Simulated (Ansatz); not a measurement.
Given:

HfB$_{2}$:
```yaml
crystal:
  lattice:
    - [3.14499, 0.00000, 0.00000]
    - [-1.57249, 2.72364, 0.00000]
    - [0.00000, 0.00000, 3.48747]
  atoms:
    - { symbol: Hf, position: [0.00000, 0.00000, 0.00000] }
    - { symbol: B, position: [0.33333, 0.66667, 0.50000] }
    - { symbol: B, position: [0.66667, 0.33333, 0.50000] }
```

This is the PBE-relaxed structure.

### Question
All from the program Ansatz at the PBE level (PAW), unless another level is named. Give the electronic character.

### Answer
metallic (no gap).

### Question
What about the formation energy from the elements (no fitted shifts)?

### Answer
-1.01 eV/atom.

### Question
Next, the gap with spin–orbit coupling?

### Answer
none (metallic).

Space group P6/mmm. Symmetry was held in the PBE relaxation. The run is not spin-polarised. The references are the lowest solids computed at this level, not always the standard phases. Scalar-relativistic: spin–orbit coupling is off unless named, which matters more the heavier the elements.

Potentials: the later of the program's two PAW sets.
